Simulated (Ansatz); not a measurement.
ZrZn (CsCl type, Pm-3m), PBE in the plane-wave PAW code Ansatz, all energies at zero smearing, with the estimated change up to a 700 eV cutoff added, with one set of potentials and settings (totals compare only within such a set). Cell of 2 atoms (1 Zr, 1 Zn): -7503.444 eV.

| element | reference phase | E (eV/atom) |
|---|---|---|
| Zr | P6_3/mmc, 2 atoms in the cell | -4183.8362 |
| Zn | C2/m, 3 atoms in the cell | -3319.0295 |

Formation energy per atom, worked out: (-7503.444 − 1×(-4183.8362) − 1×(-3319.0295))/2 = -0.289 eV/atom (-28 kJ per mol of atoms), at 0 K, without zero-point energy or fitted corrections.

The first step of the workflow began from a Materials Project structure, measured or hypothetical; the Crystallography Open Database files this formula in space group No. 221, but the cells were not matched. Whether it is the stable phase at ambient conditions was not checked. The PBE relaxation kept the symmetry of its start; whether a distortion lowers the energy is not shown. The run is not spin-polarised. The references are the lowest solids computed at this level, not always the standard phases.

Potentials: the later of the program's two PAW sets.
